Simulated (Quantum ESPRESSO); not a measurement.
Field gradients of CsPbCl$_{2}$F from PBE PAW (JTH datasets; density from pw.x of a modified build of Quantum ESPRESSO, gradients reconstructed from it by a script). The input of pw.x:

```
&CONTROL
  calculation = 'scf'
  prefix = 'x'
  pseudo_dir = './pseudo'
  outdir = './out'
  tprnfor = .true.
/
&SYSTEM
  ibrav = 0
  nat = 5
  ntyp = 4
  ecutwfc = 50
  ecutrho = 200
  occupations = 'fixed'
  nbnd = 26
/
&ELECTRONS
  conv_thr = 1e-11
/
ATOMIC_SPECIES
Cs 132.905 Cs.GGA_PBE-JTH.UPF
Pb 207.200 Pb.GGA_PBE-JTH.UPF
F 18.998 F.GGA_PBE-JTH.UPF
Cl 35.450 Cl.GGA_PBE-JTH.UPF
CELL_PARAMETERS angstrom
    4.798801959000     0.000000000000     0.000000000000
    0.000000000000     5.842264351000     0.000000000000
    0.000000000000     0.000000000000     5.842264351000
ATOMIC_POSITIONS crystal
Cs     0.000000000000     0.000000000000     0.000000000000
Pb     0.500000000000     0.500000000000     0.500000000000
F      0.000000000000     0.500000000000     0.500000000000
Cl     0.500000000000     0.000000000000     0.500000000000
Cl     0.500000000000     0.500000000000     0.000000000000
K_POINTS automatic
4 4 4 0 0 0
```
The cell was made here from a computed Materials Project entry: one of 3 Cl replaced by F, cell and atoms relaxed (PBE without dispersion, pw.x of Quantum ESPRESSO, symmetry kept). The parent is CsPbCl3 in Pm-3m. The swapped cell is a model, not a known phase. Stability against distortions was not tested.

Vzz is the sum of three terms, each taken along its main axis: the smooth valence density, the ions (nucleus and frozen core) with the augmentation charges of all other spheres, and the all-electron minus smooth density in the atom's own sphere. The split hangs on the datasets.  Cores are frozen. Against all-electron runs on small test molecules, this scheme's |Vzz| missed by −6 to +4 % (−29 % in KF) on F, −3 to −9 % on Cl. Cs, Pb had no test against all-electron runs. Spin–orbit coupling is left out, a limit on Cs, Pb.

```
site             smooth valence density  ions and other spheres  own sphere  Vzz (a.u.)
---------------  ----------------------  ----------------------  ----------  ----------
Cs (atom 1)                      -0.004                   0.004           ?           ?
Pb (atom 2)                      -0.088                   0.082           ?           ?
F (atom 3)                       -0.127                   0.251           ?           ?
Cl (atoms 4, 5)                  -0.055                   0.114           ?           ?
```

Some entries are withheld; supply them.


- Cs (atom 1), own sphere: 0.089
- Cs (atom 1), Vzz (a.u.): 0.090
- Pb (atom 2), own sphere: -0.587
- Pb (atom 2), Vzz (a.u.): -0.593
- F (atom 3), own sphere: 0.534
- F (atom 3), Vzz (a.u.): 0.658
- Cl (atoms 4, 5), own sphere: 0.693
- Cl (atoms 4, 5), Vzz (a.u.): 0.752
